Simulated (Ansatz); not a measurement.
HfC:
```
CELL_PARAMETERS angstrom
      2.88709     0.00000     0.00000
      0.00000     2.88709     0.00000
      0.00000     0.00000     2.88709
ATOMIC_POSITIONS crystal
  Hf 0.00000 0.00000 0.00000
  C  0.50000 0.50000 0.50000
```

Relaxed with r²SCAN. Special points in fractions of this cell's reciprocal vectors: Γ (0.000, 0.000, 0.000); X (0.000, 0.500, 0.000); M (0.500, 0.500, 0.000); R (0.500, 0.500, 0.500).

### Question
List the band energies nearest the Fermi level at these points for r²SCAN in the plane-wave PAW code Ansatz.

### Answer
In eV from the Fermi level; about four levels below and three above (degenerate sets whole), none deeper than 8.9 eV; … stands for higher levels left out; points with the same levels are listed once.

| k | below | above |
|---|---|---|
| Γ | -1.96 -1.96 | 1.11 1.11 1.11 |
| X | -7.06 -1.18 -1.18 -0.71 | 6.95 7.10 … |
| M | -2.88 -2.88 -1.06 | 2.06 3.26 3.26 |
| R | -7.79 -5.90 -5.90 -5.90 | 9.22 9.22 … |

Space group Pm-3m (CsCl type). A made-up cell: these elements were put on the sites of a structure type; neither database checked (COD, Materials Project) lists it. It is not the phase usual at ambient conditions (space group No. 225). The cell was relaxed with r²SCAN under the symmetry of its start. At this level the phase is mechanically unstable. The run is not spin-polarised. Scalar-relativistic: spin–orbit coupling is off unless named, which matters more the heavier the elements.

Potentials: the later of the program's two PAW sets.
